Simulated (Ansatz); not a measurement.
Level of theory: DFT PBE, scalar-relativistic, plane waves, PAW in Ansatz 0.2.0. All cells share a 420 eV cutoff and Γ-centred k meshes spaced at most about 0.3 Å⁻¹ (about 0.25 or finer for metals, 2π included). No spin polarisation in the final relaxations.

Temperature and zero-point effects are left out.

Two relaxed structures of ScTa2:

A.

```
Sc Ta
1.0
     4.85533    0.00000    0.00000
    -2.42766    4.20484    0.00000
     0.00000    0.00000    2.92587
Sc Ta
1 2
Direct
  0.00000 0.00000 0.00000
  0.66667 0.33333 0.50000
  0.33333 0.66667 0.50000
```

B.

```
Sc Ta
1.0
     4.83838    0.00000    0.00000
    -2.41919    4.19016    0.00000
     0.00000    0.00000    5.73713
Sc Ta
2 4
Cartesian
  0.0000 2.7934 1.4343
  2.4192 1.3967 4.3029
  0.0000 0.0000 0.0000
  2.4192 1.3967 1.4343
  0.0000 2.7934 4.3029
  0.0000 0.0000 2.8686
```

**Question.** Which is lower in energy, and by how much?

**Answer.** A is lower, by 146 meV/atom. A has space group P6/mmm (No. 191), 19.9 Å³/atom and no gap on its mesh; B has the Ni2In type, space group P6_3/mmc (No. 194), 19.4 Å³/atom and no gap. Counting all near atoms (those within 1.25 times the shortest distance at each site; a slash parts the counts of unlike sites), A has Sc 14, Ta 11 and B has Sc 11, Ta 11/14. Even the lower one lies +0.17 eV/atom against the reference forms of the elements (uncorrected), so neither is stable at this level. In A, Sc has 2 Sc at 2.93 Å and 12 Ta at 3.16 Å; Ta has 5 Ta at 2.80–2.93 Å and 6 Sc at 3.16 Å. In B, around Sc lie 5 Ta at 2.79–2.87 Å and 6 Ta at 3.14 Å; around Ta on a site of symmetry -3m lie 2 Ta at 2.87 Å, 6 Sc at 3.14 Å and 6 Ta at 3.14 Å; around Ta on a site of symmetry -6m2 lie 5 Sc at 2.79–2.87 Å and 6 Ta at 3.14 Å. Both come from invented guesses.

These runs have no spin–orbit coupling, which can matter for Ta. With atoms moved at random, P6/mmm came back. Other cells relaxed within their symmetry can be saddle points.
